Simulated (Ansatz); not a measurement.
C:
```
CELL_PARAMETERS angstrom
     -2.43779     3.90574     1.60766
      2.43779    -3.90574     1.60766
      2.43779     3.90574    -1.60766
ATOMIC_POSITIONS crystal
  C  0.41155 0.00000 0.91155
  C  0.58845 0.50000 0.58845
  C  0.58845 0.00000 0.08845
  C  0.41155 0.50000 0.41155
  C  0.44881 0.87563 0.57317
  C  0.80246 0.87563 0.92683
  C  0.55119 0.12437 0.42683
  C  0.19754 0.12437 0.07317
```

Relaxed with PBEsol. The program Ansatz at the PBEsol level (PAW) gives no gap.

Q: What gap does HSE06 give on the same cell (Ansatz, PAW)?

A: 0.29 eV. The hybrid was solved on a coarser mesh and at special points; the gap given is the minimum over both. On such a mesh it can open a false gap in a semimetal.

```tsv
k	v1 PBEsol	c1 PBEsol	v1 HSE06	c1 HSE06
Γ	-0.89	0.71	(withheld)	(withheld)
X	-0.54	1.77	(withheld)	(withheld)
S	-1.36	1.14	-1.74	1.46
R	-0.30	0.62	-0.53	0.88
T	-1.45	1.65	(withheld)	(withheld)
W	-2.24	2.33	(withheld)	(withheld)
Σ0	-0.61	0.86	-0.90	1.14
Λ0	-1.01	1.50	-1.38	1.91
```

Q: Top valence (v1) and lowest conduction level (c1) in eV from each method's valence maximum (which need not be a listed point): supply the withheld HSE06 values.

A: 
- T, v1 HSE06: -1.84
- T, c1 HSE06: 2.02
- W, v1 HSE06: -2.76
- W, c1 HSE06: 2.84
- X, v1 HSE06: -1.02
- X, c1 HSE06: 2.25
- Γ, v1 HSE06: -1.41
- Γ, c1 HSE06: 0.78

Cost on shared cores: the PBEsol run (SCF on a 15×15×15 mesh, then bands and DOS) around 2.5 core-minutes (rough), the HSE06 run (SCF on 6×6×6, then a few points) roughly 3 core-minutes; the tasks are unlike.

Space group Imma. The start of the workflow was typed in or built on a structure type; neither database checked (COD, Materials Project) lists it. It is not the phase usual at ambient conditions (space group No. 194, 227). The PBEsol relaxation kept the symmetry of its start; its stability against distortions is not shown here.

Potentials: the earlier of the program's two PAW sets. The files were generated under PBE; for other functionals the program regenerates the frozen cores, and for LDA and PBEsol the local potential too.
